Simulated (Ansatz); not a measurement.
# Si2W: frozen-core PAW against all-electron methods

```
Si W
1.0
    -1.60600    1.60600    3.86120
     1.60600   -1.60600    3.86120
     1.60600    1.60600   -3.86120
Si W
2 1
Direct
  0.33300 0.33300 0.00000
  0.66700 0.66700 0.00000
  0.00000 0.00000 0.00000
```

Atoms are numbered in the order listed.

The cell comes from COD entry 1010283, which wasn't checked; take it as a given geometry. It differs from other determinations. The listed cell was then made from it by scaling, straining or moving an atom.

Spin–orbit coupling is left out, though it moves levels of the heavy atoms by tenths of an eV or more.

All numbers are computed: DFT, PBEsol, PAW with Ansatz's default frozen-core files, scalar-relativistic (Ansatz 0.2.0); DFT, PBEsol, all-electron LAPW, scalar-relativistic (Ansatz 0.2.0).

For PAW: a Γ-centred 18×18×18 k mesh, Fermi–Dirac smearing of 0.03 eV, cutoff 420 eV, no spin polarisation; the PAW files were made with PBE, and the program remakes their frozen cores for this functional. LAPW targets a basis error of 0.5 meV/atom. The Ansatz runs share mesh, smearing and spin set-up. Plane-wave (PAW) pressures include the program's estimate of the Pulay term.

Stress and pressure are positive in compression.

```csv
quantity,PAW,LAPW
pressure (GPa),1.64,1.59
stress xx (GPa),-0.67,?
stress zz (GPa),6.27,?
"force on Si1, z (eV/Å)",0.241,0.243
```

(1) Fill in "LAPW" for the row "stress zz (GPa)".

(2) Give the missing entry: row "stress xx (GPa)", column "LAPW".

## Answers

(1) 6.19.

(2) -0.71.
